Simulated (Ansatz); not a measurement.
A geometry of N2 away from equilibrium: the start of the relaxation of a generated trial cell of N2 in the AFLOW prototype A_tP4_136_f. Level of theory: r2SCAN (plane waves to 500 eV, PAW, scalar-relativistic; Ansatz, a quantum-chemistry and plane-wave program). Γ-centred k-mesh 6×6×5 on the run's cell (coarser than for final values), Fermi–Dirac smearing 0.05 eV.

```xyz
4
Lattice="3.9570 0.0000 0.0000 0.0000 3.9570 0.0000 0.0000 0.0000 5.1090" Properties=species:S:1:pos:R:3:forces:R:3 pbc="T T T" free_energy=-1539.300 pressure_GPa=-0.3
N      0.3878     0.3878     0.0000   -0.3708   -0.3708    0.0000
N      2.3663     1.5907     2.5545   -0.3708    0.3708    0.0000
N      1.5907     2.3663     2.5545    0.3708   -0.3708    0.0000
N      3.5692     3.5692     0.0000    0.3708    0.3708    0.0000
```

Positions in Å, forces in eV/Å, free energy of the cell in eV (comparable only within this code, potentials and settings). Largest force: 0.52 eV/Å, on N1, N2, N3, N4 (atoms numbered as listed); the geometry lies under 0.01 eV/atom above the end of its relaxation.

No spin polarisation in the result. No dispersion correction is included, so spacings between layers, chains or molecules are soft and tend to come out too large.

The run could not lose the symmetry of its start.
